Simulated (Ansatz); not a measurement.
Calculation for Ba: DFT, PBE, all-electron LAPW, scalar-relativistic (Ansatz 0.2.0).

The cell comes from a relaxation on PAW files under the same functional, begun from a database entry that needn't be the ground state.

Command: `ansatz run input.yaml --threads 1 --pin off --max-ram 3072MiB --backend cpu --events-out ev --progress --plain --runs-dir out` It took 5.5 s on 1 thread of Arm Neoverse V2 (shared host), peak memory 0.25 GiB.

```yaml
crystal:
  lattice:
    - [-2.5104485042, 2.5104485042, 2.5104485042]
    - [2.5104485042, -2.5104485042, 2.5104485042]
    - [2.5104485042, 2.5104485042, -2.5104485042]
  atoms:
    - { symbol: Ba, position: [0.0, 0.0, 0.0] }
kpoints:
  mp_grid: { grid: [14, 14, 14] }
scf:
  occupations: { method: fermi_dirac, width: 0.05 }
hamiltonian:
  xc: pbe
  pseudopotentials: { kind: all_electron, lapw: { basis_error: 0.0005 } }
output:
  forces: true
  stress: true
  eigenvalues: true
```

Output:

```
LAPW: plane waves up to 4.600 Å⁻¹, error target 5.0e-4 eV per atom; small_component_spin mean_spin; Ba in spheres of 2.174 Å, 20 of its electrons in bands, Dirac shells [] (how accurate: hamiltonian.pseudopotentials.lapw.basis_error, Limitations)
Engine: ansatz 0.2.0
Pseudopotentials: kind: all_electron
Pseudopotential: Ba, LAPW, valence charge 20, lapw/all_electron/scalar/gaussian/Ba, Koelling and Harmon's equation, gaussian nucleus
Functional definition: PBE
  parameter kappa = 0.804
  parameter beta = 0.06672455060314922
  exchange = pbe_x(kappa = kappa, mu = beta*pi^2/3)
  correlation = pbe_c(beta = beta)
Crystal: 1 atoms, lattice volume = 63.287 Å³
Basis set: ecut = 80.6355004463831 eV, 87 PW (Γ), exchange–correlation at level 2
Bands: 14, of which v1, the nominal top of the filled ones, is band 10 counted from 1 (9 counted from 0)
Symmetry: 48 space group operations
Space group: Im-3m (ITA 229), of the structure as read, at distance tolerance 4.0e-5 Å
k-points: 104 of 2744
Non-local potential: Ba, projectors of the file, none
Initial density: superposition of atomic densities (chi_scale 0.1, normalization cell)
Initial wavefunctions: plane waves of lowest kinetic energy (no species holds an atomic orbital)
Functional: x = pbe(κ = 0.804, μ = 0.2195149727645171), c = pbe(β = 0.06672455060314922)
iter 1 solved again at ethr=1.96e-5 eV; its pass at ethr=1.00e-1 eV (dr2=3.92e-3 eV) is discarded
SCF iter   1: F=—  HF=-221372.282441 eV  |F-HF|=—  |Δ(HF+E_count)|=         —  Δρ=2.08e-3  dr2=3.94e-3  ethr=1.96e-5  ⟨swp⟩=6.6  Hψ=11615  notcnv=0
preconditioner: auto → Kerker (q_TF=auto, 2.252 Å⁻¹)  [metal: Δε(μ)=0.030 eV  Ē_g=2.765 eV  σ=0.050 eV  W_gap=0.14  n_scr=12 (ndim 8)  ℏωp=6.6 eV  f_vac=0.000  D(μ)=1.19/eV (n_scr^D=12)]
SCF iter   2: F=—  HF=-221372.285882 eV  |F-HF|=—  |Δ(HF+E_count)|=   3.44e-3  Δρ=1.59e-3  dr2=2.46e-3  ethr=1.96e-5  ⟨swp⟩=2.0  Hψ=4821  notcnv=0
SCF iter   3: F=—  HF=-221372.288770 eV  |F-HF|=—  |Δ(HF+E_count)|=   2.89e-3  Δρ=6.79e-4  dr2=5.29e-4  ethr=1.23e-5  ⟨swp⟩=2.9  Hψ=4929  notcnv=0
SCF iter   4: F=—  HF=-221372.289037 eV  |F-HF|=—  |Δ(HF+E_count)|=   2.67e-4  Δρ=2.25e-4  dr2=7.10e-5  ethr=2.64e-6  ⟨swp⟩=2.5  Hψ=4871  notcnv=0
SCF iter   5: F=—  HF=-221372.289036 eV  |F-HF|=—  |Δ(HF+E_count)|=   1.17e-6  Δρ=7.76e-5  dr2=9.97e-6  ethr=3.55e-7  ⟨swp⟩=3.0  Hψ=4955  notcnv=0
SCF iter   6: F=—  HF=-221372.289036 eV  |F-HF|=—  |Δ(HF+E_count)|=   3.98e-7  Δρ=4.07e-5  dr2=2.44e-6  ethr=4.99e-8  ⟨swp⟩=2.0  Hψ=4819  notcnv=0
iter 7 solved again at ethr=2.61e-10 eV; its pass at ethr=1.22e-8 eV (dr2=5.23e-8 eV) is discarded
SCF iter   7: F=-221372.289037 eV  HF=-221372.289037 eV  |F-HF|=2.93e-8  |Δ(HF+E_count)|=   6.45e-7  Δρ=6.57e-6  dr2=5.21e-8  ethr=2.61e-10  ⟨swp⟩=2.0  Hψ=7768  notcnv=0
SCF 1 converged in 7 iterations: F = -221372.289037 eV  dr2 = 5.21e-8
SCF converged after 7 iterations
Free energy (F): -221372.289037 eV
Harris-Foulkes:  -221372.289037 eV  (|F-HF|=2.93e-8)
Internal energy: -221372.278847 eV  (E = F + TS)
E sigma→0 (E₀):  -221372.283942 eV
Entropy (-TS):   -0.010190 eV (-10.190 meV/atom)
Fermi energy:    7.620796 eV
--- Per-component energies (eV) ---
  E_band       = -838.152324
  E_kinetic    = 235876.882956
  E_xc         = -5392.481310
  E_electrostatic = -451856.680492  (all electrons and nuclei)
  E_smearing   = -0.010190  (= −TS)
  E_closure    = 0.000000  (closes the sum)
  E_atoms      = -221370.400070  (free atoms, spherical and without spin; not in F)
  Σ components = -221372.289037   (vs F -221372.289037, Δ=0.00e0)
  Basis errors (estimates in eV, not in F): energy 1.6e-4 per atom: plane waves 1.4e-4 (7.4e-5 summed), levels above the bands 9.0e-29, relativity 8.0e-9, radial functions 1.7e-5, core shells 3.1e-7; eigenvalues (radial functions only) 4.6e-7; not estimated: angular momenta, meshes, grids; target (lapw.basis_error) 5.0e-4; muffin-tin radii Ba 2.174 Å
--- Forces (eV/Å), atoms counted from 1 ---
  atom   1  Ba     0.00000000     0.00000000    -0.00000000
  max |Σ_I F_I| component: 3.80e-32 eV/Å
--- Stress (GPa, compression-positive) ---
        0.001173      -0.000000       0.000000
       -0.000000       0.001173      -0.000000
        0.000000      -0.000000       0.001173
  P = ⅓ Tr σ = 0.0012 GPa (0.012 kbar)
--- Band table (eV; the first three rows and the last of 104) ---
  k-point 0: bands = ["-77.1184", "-77.1184", "-77.1184", "-77.1132", "-77.1132", "-21.2433", "-6.1973", "-6.1973", "-6.1973", "4.8929", "9.4641", "9.4641", "9.4641", "10.8589"]
  k-point 1: bands = ["-77.1184", "-77.1184", "-77.1184", "-77.1132", "-77.1132", "-21.2412", "-6.2215", "-6.2048", "-6.1975", "4.9882", "9.3799", "9.4171", "9.5556", "10.6954"]
  k-point 2: bands = ["-77.1184", "-77.1184", "-77.1184", "-77.1132", "-77.1132", "-21.2353", "-6.2881", "-6.2254", "-6.1979", "5.2607", "9.1705", "9.2263", "9.8263", "10.5054"]
  k-point 103: bands = ["-77.1184", "-77.1184", "-77.1184", "-77.1132", "-77.1132", "-21.1692", "-6.5123", "-6.5123", "-6.5123", "7.0996", "7.0996", "11.6396", "11.6396", "11.6396"]
```

Next run (no relativity), as changes to the input before:

```diff
   xc: pbe
-  pseudopotentials: { kind: all_electron, lapw: { basis_error: 0.0005 } }
+  pseudopotentials:
+    kind: all_electron
+    lapw: { basis_error: 0.0005 }
+    relativity: none
 output:
```

Command: `ansatz run input.yaml --threads 1 --pin off --max-ram 3072MiB --backend cpu --events-out ev --progress --plain --runs-dir out` It took 5.3 s on 1 thread of Arm Neoverse V2, on a shared host, peak memory 0.25 GiB.

Results part of the output:

```
SCF 1 converged in 8 iterations: F = -214583.969763 eV  dr2 = 1.06e-8
the search or the solves at the SCF's close seem to have found levels that the self-consistency loop had missed (the run counts 1). By its estimate they hold under 1e-12 electrons; where the run keeps them, the occupations were computed again with them
SCF converged after 8 iterations
Free energy (F): -214583.969763 eV
Harris-Foulkes:  -214583.969763 eV  (|F-HF|=4.07e-10)
Internal energy: -214583.957206 eV  (E = F + TS)
E sigma→0 (E₀):  -214583.963484 eV
Entropy (-TS):   -0.012556 eV (-12.556 meV/atom)
Fermi energy:    7.683575 eV
--- Per-component energies (eV) ---
  E_band       = -861.448588
  E_kinetic    = 214509.933660
  E_xc         = -5209.107896
  E_electrostatic = -423884.782970  (all electrons and nuclei)
  E_smearing   = -0.012556  (= −TS)
  E_closure    = 0.000000  (closes the sum)
  E_atoms      = -214581.676612  (free atoms, spherical and without spin; not in F)
  Σ components = -214583.969763   (vs F -214583.969763, Δ=0.00e0)
  Basis errors (estimates in eV, not in F): energy 1.7e-4 per atom: plane waves 1.5e-4 (7.9e-5 summed), levels above the bands 4.8e-26, relativity 0.0e0, radial functions 1.9e-5, core shells 4.5e-7; eigenvalues (radial functions only) 4.4e-7; not estimated: angular momenta, meshes, grids; target (lapw.basis_error) 5.0e-4; muffin-tin radii Ba 2.174 Å
--- Forces (eV/Å), atoms counted from 1 ---
  atom   1  Ba     0.00000000    -0.00000000    -0.00000000
  max |Σ_I F_I| component: 5.96e-32 eV/Å
--- Stress (GPa, compression-positive) ---
       -0.161844       0.000000       0.000000
        0.000000      -0.161844       0.000000
        0.000000       0.000000      -0.161844
  P = ⅓ Tr σ = -0.1618 GPa (-1.618 kbar)
--- Band table (eV; the first three rows and the last of 104) ---
  k-point 0: bands = ["-80.2713", "-80.2713", "-80.2713", "-80.2644", "-80.2644", "-18.4279", "-5.8401", "-5.8401", "-5.8401", "5.4468", "9.2829", "9.2829", "9.2829", "10.6276"]
  k-point 1: bands = ["-80.2713", "-80.2713", "-80.2713", "-80.2644", "-80.2644", "-18.4247", "-5.8656", "-5.8480", "-5.8403", "5.5382", "9.2038", "9.2416", "9.3701", "10.4566"]
  k-point 2: bands = ["-80.2713", "-80.2713", "-80.2713", "-80.2644", "-80.2644", "-18.4155", "-5.9360", "-5.8699", "-5.8407", "5.7974", "9.0077", "9.0769", "9.6263", "10.2725"]
  k-point 103: bands = ["-80.2713", "-80.2713", "-80.2713", "-80.2644", "-80.2644", "-18.3132", "-6.1736", "-6.1736", "-6.1736", "7.0615", "7.0615", "11.3061", "11.3061", "11.3061"]
```

Next run (spin-orbit coupling on), as changes to the input before:

```diff
   xc: pbe
-  pseudopotentials:
-    kind: all_electron
-    lapw: { basis_error: 0.0005 }
-    relativity: none
+  pseudopotentials: { kind: all_electron, lapw: { basis_error: 0.0005 } }
 output:
   eigenvalues: true
+magnetization:
+  noncollinear: true
+  spin_orbit: true
```

Command: `ansatz run input.yaml --threads 1 --pin off --max-ram 3072MiB --backend cpu --events-out ev --progress --plain --runs-dir out` It took 45 s on 1 thread of Arm Neoverse V2, on a shared host, peak memory 0.39 GiB.

Results part of the output:

```
SCF 1 converged in 7 iterations: F = -221474.995986 eV  dr2 = 5.04e-8
SCF converged after 7 iterations
Magnetization: |M| = 0.0000 μB,  M = (+0.0000, +0.0000, +0.0000) μB
Absolute magnetization: 0.0000 μB (∫|m|)
  site 0: m = (+0.0000, +0.0000, +0.0000) μB, |m| = 0.0000 μB  (R = 2.17 Å)
Free energy (F): -221474.995986 eV
Harris-Foulkes:  -221474.995986 eV  (|F-HF|=3.50e-8)
Internal energy: -221474.985805 eV  (E = F + TS)
E sigma→0 (E₀):  -221474.990896 eV
Entropy (-TS):   -0.010181 eV (-10.181 meV/atom)
Fermi energy:    7.617146 eV
--- Per-component energies (eV) ---
  E_band       = -837.627819
  E_kinetic    = 236405.844622
  E_xc         = -5396.927237
  E_electrostatic = -452483.903190  (all electrons and nuclei)
  E_smearing   = -0.010181  (= −TS)
  E_closure    = 0.000000  (closes the sum)
  E_atoms      = -221473.101910  (free atoms, spherical and without spin; not in F)
  Σ components = -221474.995986   (vs F -221474.995986, Δ=0.00e0)
  Basis errors (estimates in eV, not in F): energy 1.6e-4 per atom: plane waves 1.4e-4 (7.5e-5 summed), levels above the bands 5.0e-29, relativity 4.4e-8, radial functions 1.7e-5, core shells 3.4e-7; eigenvalues (radial functions only) 4.7e-7; not estimated: angular momenta, meshes, grids; target (lapw.basis_error) 5.0e-4; muffin-tin radii Ba 2.174 Å
--- Forces (eV/Å), atoms counted from 1 ---
  atom   1  Ba    -0.00000000    -0.00000000     0.00000000
  max |Σ_I F_I| component: 4.23e-29 eV/Å
--- Stress (GPa, compression-positive) ---
       -0.002729      -0.000000       0.000000
       -0.000000      -0.002729       0.000000
        0.000000       0.000000      -0.002729
  P = ⅓ Tr σ = -0.0027 GPa (-0.027 kbar)
--- Band table (eV; the first three rows and the last of 104) ---
  k-point 0: bands = ["-78.6030", "-78.6030", "-78.6030", "-78.6030", "-75.9916", "-75.9916", "-75.9884", "-75.9884", "-75.9884", "-75.9884", "-21.2133", "-21.2133", "-7.6513", "-7.6513", "-5.5551", "-5.5551", "-5.5551", "-5.5551", "4.8930", "4.8930", "9.4360", "9.4360", "9.4360", "9.4360", "9.5220", "9.5220", "10.8670", "10.8670"]
  k-point 1: bands = ["-78.6030", "-78.6030", "-78.6030", "-78.6030", "-75.9916", "-75.9916", "-75.9884", "-75.9884", "-75.9884", "-75.9884", "-21.2112", "-21.2112", "-7.6594", "-7.6594", "-5.5751", "-5.5751", "-5.5590", "-5.5590", "4.9884", "4.9884", "9.3678", "9.3678", "9.4166", "9.4166", "9.5695", "9.5695", "10.7028", "10.7028"]
  k-point 2: bands = ["-78.6030", "-78.6030", "-78.6030", "-78.6030", "-75.9916", "-75.9916", "-75.9884", "-75.9884", "-75.9884", "-75.9884", "-21.2053", "-21.2053", "-7.6822", "-7.6822", "-5.6300", "-5.6300", "-5.5697", "-5.5697", "5.2607", "5.2607", "9.1676", "9.1676", "9.2251", "9.2251", "9.8312", "9.8312", "10.5109", "10.5109"]
  k-point 103: bands = ["-78.6030", "-78.6030", "-78.6030", "-78.6030", "-75.9915", "-75.9915", "-75.9884", "-75.9884", "-75.9884", "-75.9884", "-21.1389", "-21.1389", "-7.8988", "-7.8988", "-5.9058", "-5.9058", "-5.9058", "-5.9058", "7.0995", "7.0995", "7.0995", "7.0995", "11.3496", "11.3496", "11.7708", "11.7708", "11.7708", "11.7708"]
```
